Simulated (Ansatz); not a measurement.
Start of a relaxation of Al₃Ga₃N₂:

```cif
data_structure
_symmetry_space_group_name_H-M 'P-3m1'
_symmetry_Int_Tables_number 164
_cell_length_a 3.1000
_cell_length_b 3.1000
_cell_length_c 14.1000
_cell_angle_alpha 90.000
_cell_angle_beta 90.000
_cell_angle_gamma 120.000
_cell_volume 117.35
loop_
_atom_site_label
_atom_site_type_symbol
_atom_site_symmetry_multiplicity
_atom_site_Wyckoff_symbol
_atom_site_fract_x
_atom_site_fract_y
_atom_site_fract_z
_atom_site_occupancy
Al1 Al 2 d 0.33333 0.66667 0.83700 1
Al2 Al 1 a 0.00000 0.00000 0.00000 1
Ga1 Ga 2 d 0.33333 0.66667 0.33300 1
Ga2 Ga 1 b 0.00000 0.00000 0.50000 1
N1 N 2 d 0.66667 0.33333 0.91800 1
```

All numbers below come from DFT PBE, scalar-relativistic, plane waves, PAW (Ansatz 0.2.0). Cutoff 420 eV, Gaussian smearing, Γ-centred meshes. Cell and atoms relax first on a coarse mesh, the cell is then made exact in the group found at 0.06 to 0.08 Å, and last on a converged mesh; the steps can't lower the symmetry of their start. No spin polarisation.

A guess keeps its type if space group and coordination stay and the shape of the cell changes little (axis ratios within about 15 %, angles within 6°); the volume may change.

Q: Does it keep its structure type, or change into something else?

A: It keeps its type. The symmetry stays P-3m1 (No. 164). The volume per atom shrinks by 9.3 %, from 14.7 to 13.3 Å³. The shortest distance goes from 2.12 Å (Al–N) to 2.05 Å (Al–N). The ratio c/a of the conventional cell changes by a factor of 1.08. Counting neighbours within 15 % of an atom's shortest distance, the start has Al 3/6, Ga 12, N 6 and the end Al 3/6, Ga 12, N 6.

The last run used a 12×12×2 mesh (in the run's order of axes) for its 8-atom cell and Gaussian smearing of 0.10 eV. A structure relaxed within its symmetry needn't be a true minimum. Another cell of the same search, in Cm, lies 146 meV/atom lower, so this cell isn't the stable form at this level.

In counts of neighbours, a slash parts the counts of unlike sites.
